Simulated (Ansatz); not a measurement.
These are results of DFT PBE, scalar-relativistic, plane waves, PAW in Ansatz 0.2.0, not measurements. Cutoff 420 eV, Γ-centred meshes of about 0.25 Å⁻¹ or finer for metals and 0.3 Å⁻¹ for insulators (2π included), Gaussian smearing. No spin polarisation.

All energies are static (0 K, no zero-point motion).

Two forms of W₆Cl were relaxed alike.

A.

```xyz
7
Lattice="2.6889 1.5524 4.5706 -2.6889 1.5524 4.5706 0.0000 -3.1049 4.5706" Properties=species:S:1:pos:R:3 pbc="T T T"
W     1.0363   -1.2685    5.7595
W     0.5804    1.5317    5.7595
W    -1.6167   -0.2632    5.7595
W    -1.0363    1.2685    7.9524
W    -0.5804   -1.5317    7.9524
W     1.6167    0.2632    7.9524
Cl    0.0000    0.0000    0.0000
```

B.

```xyz
7
Lattice="3.1181 0.0000 0.0000 0.0000 4.4664 0.0000 0.0000 0.0000 9.1429" Properties=species:S:1:pos:R:3 pbc="T T T"
W     0.0000    0.0000    0.0000
W     1.5591    0.0000    6.9159
W     1.5591    0.0000    2.2270
W     1.5591    2.2332    0.0000
W     0.0000    2.2332    2.2047
W     0.0000    2.2332    6.9382
Cl    0.0000    0.0000    4.5714
```

Question: Which would you expect to be lower, and how large is the difference?

Answer: B is lower, by 249 meV/atom. A has space group R-3 (No. 148), 16.4 Å³/atom and no gap on its mesh; B has space group Pmmm (No. 47), 18.2 Å³/atom and no gap. Counting W atoms around Cl (those within 1.25 times the shortest such distance or 1.15 times the sum of covalent radii; a plus sign parts nearer from farther groups), A has Cl 6 and B has Cl 4+4. The lower one is the more open, so pressure narrows the difference. Even the lower one lies +0.56 eV/atom against the reference forms of the elements (uncorrected), so neither is stable at this level. In A, W is surrounded by 1 Cl at 2.42 Å, 7 W at 2.65–2.90 Å and 3 W at 3.11–3.18 Å; Cl is surrounded by 6 W at 2.42 Å. In B, W on a site of symmetry mmm is surrounded by 8 W at 2.72 Å and 6 W at 3.12–3.14 Å; around W on a site of symmetry mm2 lie 6 W at 2.72 Å, 2 Cl at 2.82 Å and 4 W at 3.12–3.15 Å; Cl has 4 W at 2.82 Å, 2 Cl at 3.12 Å and 4 W at 3.25 Å; 2 more sites not described. Both come from trial cells of a structure search, whose lowest cell (P-1, 18.2 Å³/atom) lies 0.60 eV/atom below the lower of the two.

These runs have no spin–orbit coupling, which can matter for W. A magnetic state wasn't ruled out in cells without spin, among them R-3, Pmmm. Cells relaxed within their symmetry can be saddle points. Some structure types and database cells were kept out of the candidates from the start, so a known form may be missing.
